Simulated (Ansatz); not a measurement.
**MgTi3N: relaxed-ion elastic tensor**

The calculation used Ansatz 0.2.0, DFT PBE, scalar-relativistic, plane waves, PAW. Plane waves to 420 eV; Γ-centred k mesh 10×10×10; Fermi-Dirac smearing of 0.15 eV. No spin polarisation.

Equilibrium structure at this level:
```
CELL_PARAMETERS angstrom
4.19727 0.00000 0.00000
0.00000 4.19727 0.00000
0.00000 0.00000 4.19727
ATOMIC_POSITIONS crystal
Mg 0.50000 0.50000 0.50000
Ti 0.50000 0.00000 0.00000
Ti 0.00000 0.50000 0.00000
Ti 0.00000 0.00000 0.50000
N 0.00000 0.00000 0.00000
```

The cell was found from a structure generator's guess, not taken from experiment. In a metal, frequencies and elastic constants depend on the k mesh and the smearing, soft modes and shear constants most.

Q: Give the relaxed-ion elastic constants (GPa, Voigt order xx yy zz yz xz xy, on the Cartesian axes of the cell above).

A:
C11 = 225.2, C12 = 93.6, C13 = 93.6, C22 = 225.2, C23 = 93.6, C33 = 225.2, C44 = 77.3, C55 = 77.3, C66 = 77.3 GPa; the others vanish.

Q: Is the crystal stable against homogeneous strain?

A: Yes: the least eigenvalue of the tensor is 77.3 GPa.

Q: And the moduli of a polycrystal (Hill averages)?

A: B = 137 GPa, G = 72 GPa, E = 185 GPa, ν = 0.28.
